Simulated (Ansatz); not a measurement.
TiS$_{2}$:
```
TiS2
1.0
    5.83380     0.00000     0.00000
    0.00000     5.83380     0.00000
    0.00000     0.00000     3.33648
Ti S
2 4
Direct
  0.00000   0.00000   0.00000
  0.50000   0.50000   0.50000
  0.29979   0.29979   0.00000
  0.79979   0.20021   0.50000
  0.20021   0.79979   0.50000
  0.70021   0.70021   0.00000
```

Relaxed with PBEsol. Special points in fractions of this cell's reciprocal vectors: Γ (0.000, 0.000, 0.000); X (0.000, 0.500, 0.000); M (0.500, 0.500, 0.000); Z (0.000, 0.000, 0.500); R (0.000, 0.500, 0.500); A (0.500, 0.500, 0.500).

**Question.** List the band energies nearest the Fermi level at these points for DFT-PBEsol in the program Ansatz with PAW potentials.

**Answer.** In eV from the Fermi level; about four levels below and three above (degenerate sets whole), none deeper than 8.9 eV; points with the same levels are listed once.

```tsv
k	below	above
Γ	-2.64 -2.64 -1.26 -0.18 -0.18	0.01 0.02 0.02
X	-0.83 -0.83 -0.70 -0.70	0.60 0.60 1.51 1.51
M	-0.50 -0.50 -0.09 -0.09	0.95 0.95 2.54 2.54
Z	-2.21 -2.21 -1.85 -1.85	1.41 1.41 1.88 1.88
R	-2.18 -2.18 -0.93 -0.93	0.24 0.24 1.88 1.88
A	-1.19 -1.19 -0.87 -0.87	1.04 1.04 1.37 1.37
```

Space group P4_2/mnm (rutile). The cell is a constructed one: a structure type filled with these elements; neither database checked (COD, Materials Project) lists it. It is not the phase usual at ambient conditions (space group No. 164). Symmetry was held in the PBEsol relaxation; of distortions, only those at the zone centre were tested. No spin polarisation was allowed.

Potentials: the later of the program's two PAW sets.
